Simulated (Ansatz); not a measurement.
This run works on a generated trial structure, not on a known crystal.

Input and command of a plane-wave DFT calculation in Ansatz:

```yaml
crystal:
  lattice:
    - [6.81367406, 0.0, 0.0]
    - [-3.40683703, 5.90081483, 0.0]
    - [0.0, 0.0, 3.83030949]
  atoms:
    - { symbol: Na, position: [0.0, 0.0, 0.0] }
    - { symbol: Sr, position: [0.33333333, 0.66666667, 0.0] }
    - { symbol: Sr, position: [0.66666667, 0.33333333, 0.0] }
    - { symbol: Sn, position: [0.5, 0.0, 0.5] }
    - { symbol: Sn, position: [0.5, 0.5, 0.5] }
    - { symbol: Sn, position: [0.0, 0.5, 0.5] }
basis:
  ecutwfc: 420
kpoints:
  mp_grid: { grid: [3, 3, 4] }
hamiltonian:
  xc: pbe
scf:
  occupations: { method: gaussian, width: 0.1 }
  lower_state_search: "off"
output:
  forces: true
  stress: true
  eigenvalues: true
relax:
  adjacent_minimum: "off"
  f_tol: 0.04
  max_steps: 70
  cell: { stress_tol: 0.4 }
```

```bash
ansatz run input.yaml --threads 1 --pin off --max-ram 2560MiB --backend cpu --events-out ev --progress --plain --runs-dir out
```

Processor: Arm Neoverse V1, 1 thread, on a host shared with other jobs.

**Question.** Estimate time, memory and problem size.

**Answer.** About 82 s, peak memory 0.48 GiB. It solves 43 bands at 9 k points (after reduction by symmetry) with about 4393 plane waves (on the last cell), in 95 SCF iterations over 14 ionic steps.
